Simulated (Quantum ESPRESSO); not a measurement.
# Moving one atom in CuMo4TaTiZn

These are calculations, not measurements. They come from Quantum ESPRESSO 7.5, a public plane-wave density functional program. Each row is one single-point run on a made-up periodic cell of eight metal atoms, with elements, volume, strain and displacements drawn at random and not relaxed, so a cell may be unstable or far from any real phase. There is no spin polarisation or spin-orbit coupling.

Settings: PBE unless stated; PseudoDojo standard norm-conserving files; Fermi-Dirac width 0.25 eV, which means electrons at about 2900 K; cutoff 1252 eV; 5 x 5 x 4 k mesh shifted half a step off Gamma. E is the free energy of the whole cell (internal energy minus TS), so a -TS column is already part of it. Stress is positive in tension, and the pressure P is minus a third of its trace.

Checks: one run of this series was repeated at a higher cutoff and on a denser mesh, which moved values by no more than 0.006 eV, 0.09 GPa and 0.020 eV/Å, and a second program with other atomic files agreed on it to 2 % rms in force and 0.5 GPa in pressure. Known limits: the copper pseudopotential is less sure than most, with forces differing by about three percent and pressure by about two GPa from a second method on plain copper; heavy elements are run without spin-orbit coupling, which real alloys of them have; a spin test at this wide smearing found no moment, but such smearing suppresses magnetism that the real alloy may have.

The lattice is hexagonal close-packed, and the cell vectors in Å are (0.000, 0.000, -4.396); (0.000, 4.783, 0.000); (5.523, 0.000, 0.000), a volume of 116.13 Å³. The elements on sites 1 to 8 are Zn Ta Mo Ti Cu Mo Mo Mo. The runs move the Ta atom on site 2 by u along y from its drawn, already displaced place and keep all else fixed. Forces are on that atom, and E is counted from run 5.

| run | u (Å) | Fx (eV/Å) | Fy (eV/Å) | Fz (eV/Å) | P (GPa) | E (meV) |
|---|---|---|---|---|---|---|
| 1 | -0.1494 | -0.803 | 1.239 | 0.988 | 20.36 | 84.4 |
| 2 | -0.1184 | -0.815 | 0.978 | 0.988 | 20.13 | 50.0 |
| 3 | -0.1017 | -0.821 | 0.840 | 0.988 | 20.02 | 34.8 |
| 4 | -0.0494 | ? | ? | ? | ? | ? |
| 5 | 0.0384 | -0.857 | -0.371 | 0.980 | 19.50 | 0.0 |
| 6 | 0.1024 | -0.875 | -1.009 | 0.974 | 19.52 | 43.8 |
| 7 | 0.1677 | -0.898 | -1.726 | 0.966 | 19.72 | 132.7 |

## Worked fit

A parabola through the runs shown gives Fy = -0.016 - 9.17 u - 5.9 u² eV/Å, with an error of 0.05 on the linear term and a scatter of 0.016 eV/Å. Minus its integral from run 1 to run 7 is 48 meV, and the table's energies differ by 48 meV.

## Withheld run

Question: what Fy should run 4 give?

The fit gives 0.423 ± 0.019 eV/Å. The calculation gave 0.406 eV/Å.
